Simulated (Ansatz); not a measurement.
GeMo in space group P-6m2 (No. 187; Mo on 1a, Ge on 1f) under volume change, PBE (plane waves, PAW; program Ansatz), shape and atoms relaxed at each volume.

| V (Å³/atom) | E − E(relaxed) (meV/atom) | P (GPa) |
|---|---|---|
| 14.612 | 82.3 | 19.61 |
| 15.094 | 34.7 | 12.15 |
| 15.576 | 8.2 | 5.61 |
| 16.057 | 0.0 | 0.00 |
| 16.539 | 7.4 | -4.80 |
| 17.021 | 28.1 | -8.86 |
| 17.503 | 60.1 | -12.26 |

Task: What does a third-order Birch–Murnaghan fit give for V₀, B₀ and B′?

Result: V₀ = 16.06 Å³/atom, B₀ = 171 GPa, B′ = 4.1.

A made-up cell: these elements were put on the sites of a structure type; neither database checked (COD, Materials Project) lists it. Its standing as an ambient phase is unchecked. The cell was relaxed with PBE under the symmetry of its start; whether a distortion lowers the energy is not shown. The run is not spin-polarised.

Potentials: the later of the program's two PAW sets.
